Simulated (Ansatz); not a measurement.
Ti4HS8:
```cif
data_HS8Ti4
_chemical_formula_sum 'Ti4 S8 H1'
_space_group_name_H-M_alt 'P3m1'
_space_group_IT_number 156
_space_group_name_Hall 'P 3 -2"'
_cell_length_a 6.86518
_cell_length_b 6.86518
_cell_length_c 5.88720
_cell_angle_alpha 90.000
_cell_angle_beta 90.000
_cell_angle_gamma 120.000
loop_
_atom_site_label
_atom_site_type_symbol
_atom_site_symmetry_multiplicity
_atom_site_Wyckoff_symbol
_atom_site_fract_x
_atom_site_fract_y
_atom_site_fract_z
_atom_site_occupancy
Ti1 Ti 3 d 0.17498 0.34996 0.00009 1
S1 S 1 a 0.00000 0.00000 0.23120 1
S2 S 3 d 0.33052 0.16526 0.76741 1
S3 S 3 d 0.50001 0.49999 0.24045 1
Ti2 Ti 1 c 0.66667 0.33333 0.99494 1
S4 S 1 b 0.33333 0.66667 0.75119 1
H1 H 1 a 0.00000 0.00000 0.46089 1
```

Relaxed at zero pressure with r²SCAN+D4 in the plane-wave PAW code Ansatz.

Problem. The volume is lowered by 3 % and shape and atoms relax at that volume. What pressure results, and how do the axes share the change?

Solution. 1.0 GPa; a -0.5 %, b -0.5 %, c -2.1 %; the energy rises by 2 meV/atom.

Problem. Give the new structure.

Solution. 
Space group P3m1 (No. 156); a = b = 6.833 Å, c = 5.764 Å, α = β = 90.00°, γ = 120.00°

```
atom  site  symmetry       x       y       z
----  ----  --------  ------  ------  ------
Ti      3d       .m.  0.1747  0.3495  0.9990
S       1a       3m.  0.0000  0.0000  0.2345
S       3d       .m.  0.3312  0.1656  0.7613
S       3d       .m.  0.0001  0.5001  0.2456
Ti      1c       3m.  0.6667  0.3333  0.9959
S       1b       3m.  0.3333  0.6667  0.7450
H       1a       3m.  0.0000  0.0000  0.4690
```

The phase is kept; no other phase was compared at this pressure.

The start of the workflow was typed in or built on a structure type; neither database checked (COD, Materials Project) lists it. Whether it is the stable phase at ambient conditions was not checked. The cell was relaxed with r²SCAN+D4 under the symmetry of its start; whether a distortion lowers the energy is not shown. The workflow began spin-polarised and lost its moments.

Potentials: the earlier of the program's two PAW sets. The files were generated under PBE; for other functionals the program regenerates the frozen cores, and for LDA and PBEsol the local potential too.
